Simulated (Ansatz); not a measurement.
LaSi2:
```cif
data_La2Si4
_chemical_formula_sum 'La2 Si4'
_space_group_name_H-M_alt 'P 1'
_space_group_IT_number 1
_cell_length_a 7.52134
_cell_length_b 7.52134
_cell_length_c 7.52134
_cell_angle_alpha 146.203
_cell_angle_beta 146.203
_cell_angle_gamma 48.546
loop_
_space_group_symop_operation_xyz
  'x, y, z'
loop_
_atom_site_label
_atom_site_type_symbol
_atom_site_fract_x
_atom_site_fract_y
_atom_site_fract_z
_atom_site_occupancy
La1 La 0.50000 0.50000 0.00000 1
La2 La 0.25000 0.75000 0.50000 1
Si1 Si 0.83510 0.33510 0.50000 1
Si2 Si 0.08510 0.08510 0.00000 1
Si3 Si 0.91490 0.91490 0.00000 1
Si4 Si 0.66490 0.16490 0.50000 1
```

Relaxed with r²SCAN.

### Question
Which orbitals make up the states near the Fermi level in the program Ansatz at the r²SCAN level (PAW)?

### Answer
Within 0.5 eV of the Fermi level: La 5d 37 %, Si 3p 31 %, La 4f 13 %, Si 3s 13 %, outside the projected shells 6 %. Projections are on Löwdin-orthogonalised atomic valence shells; empty p or d shells of many metals are not among them.

### Question
Tabulate the density of states.

### Answer
States/eV per cell of 6 atoms, in 0.25 eV bins, energy from the Fermi level.

```csv
E (eV),total,La 4f,Si 3p,La 5d
-7.85,0.88,0.01,0.32,0.10
-7.60,0.69,0.01,0.26,0.08
-7.35,0.71,0.01,0.29,0.07
-7.10,0.73,0.01,0.31,0.06
-6.85,0.77,0.01,0.35,0.06
-6.60,0.86,0.01,0.42,0.07
-6.35,1.10,0.02,0.58,0.08
-6.10,2.01,0.02,1.16,0.15
-5.85,1.18,0.01,0.66,0.10
-5.60,0.54,0.01,0.31,0.06
-5.35,0.36,0.00,0.21,0.04
-5.10,0.41,0.00,0.28,0.05
-4.85,1.40,0.01,1.07,0.16
-4.60,4.11,0.04,3.24,0.46
-4.35,4.38,0.04,3.52,0.50
-4.10,3.90,0.05,3.12,0.44
-3.85,1.31,0.02,1.01,0.15
-3.60,1.77,0.02,1.19,0.30
-3.35,3.07,0.03,2.03,0.55
-3.10,2.33,0.03,1.60,0.41
-2.85,2.40,0.04,1.66,0.49
-2.60,3.35,0.05,2.13,0.94
-2.35,5.53,0.07,3.34,1.67
-2.10,6.14,0.09,3.32,2.24
-1.85,3.40,0.10,1.54,1.50
-1.60,2.15,0.09,0.95,0.94
-1.35,1.40,0.07,0.59,0.55
-1.10,1.53,0.09,0.60,0.54
-0.85,1.52,0.11,0.60,0.50
-0.60,1.97,0.16,0.67,0.79
-0.35,2.32,0.23,0.80,0.90
-0.10,2.57,0.29,0.82,0.95
0.15,2.76,0.36,0.79,1.00
0.40,3.04,0.50,0.85,1.08
0.65,3.41,0.67,0.89,1.24
0.90,4.85,1.22,1.11,1.59
1.15,5.02,1.60,1.02,1.57
1.40,4.95,1.88,0.83,1.56
1.65,6.37,3.08,0.69,1.80
1.90,9.69,6.48,0.68,1.60
2.15,13.80,11.35,0.48,1.19
```

Space group I4_1/amd. The workflow started from a Materials Project entry (that database holds measured and hypothetical structures alike); the Crystallography Open Database files this formula in space group No. 141, but the cells were not matched. Whether it is the stable phase at ambient conditions was not checked. The r²SCAN relaxation kept the symmetry of its start; whether a distortion lowers the energy is not shown. Scalar-relativistic: spin–orbit coupling is off unless named, which matters more the heavier the elements.

Potentials: the earlier of the program's two PAW sets.
